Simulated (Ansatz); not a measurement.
Input:

CoC:
```xyz
8
Lattice="4.0350 0.0000 0.0000 0.0000 4.0350 0.0000 0.0000 0.0000 4.0350" Properties=species:S:1:pos:R:3 pbc="T T T"
Co     0.3066     0.3066     0.3066
Co     2.3241     1.7109     3.7284
Co     3.7284     2.3241     1.7109
Co     1.7109     3.7284     2.3241
C      3.2730     3.2730     3.2730
C      1.2555     2.7795     0.7620
C      0.7620     1.2555     2.7795
C      2.7795     0.7620     1.2555
```

This is the PBEsol-relaxed structure.

### Question
All from PBEsol (plane waves, PAW; program Ansatz), unless another level is named. Predict the electronic character.

### Answer
metallic (no gap).

### Question
And the density of states at the Fermi level?

### Answer
0.29 states/eV per atom (mean over ±0.08 eV).

### Question
Next, the formation energy from the elements (no fitted shifts)?

### Answer
0.56 eV/atom.

Space group P2_13. The start of the workflow was typed in or built on a structure type; neither database checked (COD, Materials Project) lists it. Its standing as an ambient phase is unchecked. Symmetry was held in the PBEsol relaxation; its stability against distortions is not shown here. The workflow began spin-polarised and lost its moments. The volume moved by 39 % from the start of the relaxation. Its formation energy is positive at this level, so the cell may be metastable or incomplete. The references are the lowest solids computed at this level, not always the standard phases.

Potentials: the earlier of the program's two PAW sets. The files were generated under PBE; for other functionals the program regenerates the frozen cores, and for LDA and PBEsol the local potential too.
